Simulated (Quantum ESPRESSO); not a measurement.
# MgGa3P3As: input and log of a self-consistent run

Computed values, not a measurement. The program is pw.x of Quantum ESPRESSO 7.5 (plane-wave density functional theory). The cell is made up: 8 atoms on a zincblende/diamond lattice, with randomly drawn elements, strain and displacements, not relaxed. PseudoDojo standard norm-conserving files (v0.5 for PBE, v0.4.1 for LDA and PBEsol) set the functional; there is no spin polarisation, spin-orbit coupling or dispersion term, and the masses in the input are unused placeholders. A spin-polarised start on this cell or one of its family kept no moment.

Input:

```
&control calculation='scf', pseudo_dir='./dojo.nc.sr.pbe.v0_5.standard.upf', outdir='./o', disk_io='medium', tprnfor=.true., tstress=.true. /
&system ibrav=0, nat=8, ntyp=4, nbnd=50, ecutwfc=84.00895049, nosym=.true., tot_charge=0,
 occupations='smearing', smearing='fd', degauss=0.0073498644
/
&electrons conv_thr=7.350e-09, electron_maxstep=60, /
ATOMIC_SPECIES
As 1.0 As.upf
Ga 1.0 Ga.upf
Mg 1.0 Mg.upf
P 1.0 P.upf
CELL_PARAMETERS angstrom
5.5355 0.0 0.0
0.0 5.5355 0.0
0.0 0.0 5.5355
ATOMIC_POSITIONS angstrom
Mg -0.0513 -0.0403 -0.0385
Ga -0.0259 2.7475 2.7962
Ga 2.7301 0.0457 2.7031
Ga 2.769 2.8215 0.0666
P 1.3154 1.4571 1.3535
P 1.5571 4.2145 4.0925
As 4.189 1.3195 4.1299
P 4.1493 4.1119 1.4679
K_POINTS automatic
6 6 6 1 1 1
```

The log is shortened where brackets say so; the opening notice, blank lines, dates and the lines on written files are dropped, and the path of the files is cut. It prints rydbergs, bohrs and kilobars, and counts compression as positive stress.

```
     Program PWSCF v.7.5
     Parallel version (MPI & OpenMP), running on       1 processor cores
     Number of MPI processes:                 1
     Threads/MPI process:                     1
     [start-up lines left out]
     bravais-lattice index     =            0
     lattice parameter (alat)  =      10.4606  a.u.
     unit-cell volume          =    1144.6354 (a.u.)^3
     number of atoms/cell      =            8
     number of atomic types    =            4
     number of electrons       =        79.00
     number of Kohn-Sham states=           50
     kinetic-energy cutoff     =      84.0090  Ry
     charge density cutoff     =     336.0358  Ry
     scf convergence threshold =      7.3E-09
     mixing beta               =       0.7000
     number of iterations used =            8  plain     mixing
     Exchange-correlation= PBE
                           (   1   4   3   4   0   0   0)
     [axes and pseudopotential details left out]
   Cartesian axes
     site n.     atom                  positions (alat units)
         1        Mg     tau(   1) = (  -0.0092675  -0.0072803  -0.0069551  )
         2        Ga     tau(   2) = (  -0.0046789   0.4963418   0.5051396  )
         3        Ga     tau(   3) = (   0.4931984   0.0082558   0.4883208  )
         4        Ga     tau(   4) = (   0.5002258   0.5097101   0.0120314  )
         5        P      tau(   5) = (   0.2376298   0.2632283   0.2445127  )
         6        P      tau(   6) = (   0.2812935   0.7613585   0.7393189  )
         7        As     tau(   7) = (   0.7567519   0.2383705   0.7460753  )
         8        P      tau(   8) = (   0.7495800   0.7428236   0.2651793  )
     number of k points=   108  Fermi-Dirac smearing, width (Ry)=  0.0073
     Number of k-points >= 100: set verbosity='high' to print them.
     Dense  grid:   119177 G-vectors     FFT dimensions: (  64,  64,  64)
     Estimated max dynamical RAM per process >     172.12 MB
     Initial potential from superposition of free atoms
     starting charge      78.9905, renormalised to      79.0000
     Starting wfcs are   53 randomized atomic wfcs
     total cpu time spent up to now is       58.6 secs
     per-process dynamical memory:    96.6 Mb
     Self-consistent Calculation
     iteration #  1     ecut=    84.01 Ry     beta= 0.70
     Davidson diagonalization with overlap
     ethr =  1.00E-02,  avg # of iterations =  5.0
     Threshold (ethr) on eigenvalues was too large:
     Diagonalizing with lowered threshold
     Davidson diagonalization with overlap
     ethr =  3.35E-04,  avg # of iterations =  4.4
     total cpu time spent up to now is      401.3 secs
     total energy              =    -831.38661577 Ry
     estimated scf accuracy    <       0.26496693 Ry
     iteration #  2     ecut=    84.01 Ry     beta= 0.70
     Davidson diagonalization with overlap
     ethr =  3.35E-04,  avg # of iterations =  2.3
     total cpu time spent up to now is      559.3 secs
     total energy              =    -831.43684215 Ry
     estimated scf accuracy    <       0.07651544 Ry
     iteration #  3     ecut=    84.01 Ry     beta= 0.70
     Davidson diagonalization with overlap
     ethr =  9.69E-05,  avg # of iterations =  4.6
     total cpu time spent up to now is      752.2 secs
     total energy              =    -831.45193018 Ry
     estimated scf accuracy    <       0.01772172 Ry
     iteration #  4     ecut=    84.01 Ry     beta= 0.70
     Davidson diagonalization with overlap
     ethr =  2.24E-05,  avg # of iterations =  5.2
     total cpu time spent up to now is      946.2 secs
     total energy              =    -831.45641128 Ry
     estimated scf accuracy    <       0.00436307 Ry
     iteration #  5     ecut=    84.01 Ry     beta= 0.70
     Davidson diagonalization with overlap
     ethr =  5.52E-06,  avg # of iterations =  4.3
     total cpu time spent up to now is     1117.1 secs
     total energy              =    -831.45719610 Ry
     estimated scf accuracy    <       0.00030153 Ry
     iteration #  6     ecut=    84.01 Ry     beta= 0.70
     Davidson diagonalization with overlap
     ethr =  3.82E-07,  avg # of iterations =  3.5
     total cpu time spent up to now is     1294.6 secs
     total energy              =    -831.45726349 Ry
     estimated scf accuracy    <       0.00002049 Ry
     iteration #  7     ecut=    84.01 Ry     beta= 0.70
     Davidson diagonalization with overlap
     ethr =  2.59E-08,  avg # of iterations =  3.1
     total cpu time spent up to now is     1490.7 secs
     total energy              =    -831.45726858 Ry
     estimated scf accuracy    <       0.00001159 Ry
     iteration #  8     ecut=    84.01 Ry     beta= 0.70
     Davidson diagonalization with overlap
     ethr =  1.47E-08,  avg # of iterations =  2.0
     total cpu time spent up to now is     1648.4 secs
     total energy              =    -831.45727114 Ry
     estimated scf accuracy    <       0.00000079 Ry
     iteration #  9     ecut=    84.01 Ry     beta= 0.70
     Davidson diagonalization with overlap
     ethr =  9.94E-10,  avg # of iterations =  2.0
     total cpu time spent up to now is     1807.0 secs
     total energy              =    -831.45727133 Ry
     estimated scf accuracy    <       0.00000012 Ry
     iteration # 10     ecut=    84.01 Ry     beta= 0.70
     Davidson diagonalization with overlap
     ethr =  1.57E-10,  avg # of iterations =  2.0
     total cpu time spent up to now is     1918.4 secs
     total energy              =    -831.45727136 Ry
     estimated scf accuracy    <       0.00000002 Ry
     iteration # 11     ecut=    84.01 Ry     beta= 0.70
     Davidson diagonalization with overlap
     ethr =  2.92E-11,  avg # of iterations =  2.3
     total cpu time spent up to now is     2064.7 secs
     End of self-consistent calculation
     Number of k-points >= 100: set verbosity='high' to print the bands.
     the Fermi energy is     6.7796 ev
!    total energy              =    -831.45727137 Ry
     estimated scf accuracy    <          5.8E-09 Ry
     smearing contrib. (-TS)   =      -0.00846920 Ry
     internal energy E=F+TS    =    -831.44880217 Ry
     The total energy is F=E-TS. E is the sum of the following terms:
     one-electron contribution =    -478.58288782 Ry
     hartree contribution      =     284.52883235 Ry
     xc contribution           =    -201.48393903 Ry
     ewald contribution        =    -435.91080767 Ry
     convergence has been achieved in  11 iterations
     Forces acting on atoms (cartesian axes, Ry/au):
     atom    1 type  3   force =     0.04057492   -0.04110722    0.03418881
     atom    2 type  2   force =     0.03209636    0.03068482    0.00020158
     atom    3 type  2   force =     0.00054325    0.00893946   -0.02874085
     atom    4 type  2   force =     0.00033066   -0.00479288   -0.00861609
     atom    5 type  4   force =     0.02533017   -0.00248646    0.00904486
     atom    6 type  4   force =    -0.03592969   -0.04222480    0.00647832
     atom    7 type  1   force =    -0.05270164    0.04824904   -0.01063758
     atom    8 type  4   force =    -0.01024402    0.00273804   -0.00191906
     Total force =     0.129076     Total SCF correction =     0.000342
     Computing stress (Cartesian axis) and pressure
          total   stress  (Ry/bohr**3)                   (kbar)     P=       47.16
   0.00030073   0.00002837  -0.00000450           44.24        4.17       -0.66
   0.00002837   0.00030712  -0.00016559            4.17       45.18      -24.36
  -0.00000450  -0.00016559   0.00035402           -0.66      -24.36       52.08
     init_run     :     53.85s CPU     58.48s WALL (       1 calls)
     electrons    :   1959.13s CPU   2006.17s WALL (       1 calls)
     forces       :     17.07s CPU     17.23s WALL (       1 calls)
     stress       :     61.79s CPU     61.99s WALL (       1 calls)
     [timing details left out]
     PWSCF        :  34m52.37s CPU  35m45.17s WALL
     JOB DONE.
```

In other units: free energy -11312.552 eV for the cell, pressure 4.72 GPa, largest force component 1.355 eV/Å. A rerun of a related cell, with the same atoms placed differently, at 1437 eV and a 8 x 8 x 8 mesh moved values by no more than 0.005 eV in energy, 0.03 GPa in stress and 0.006 eV/Å in force.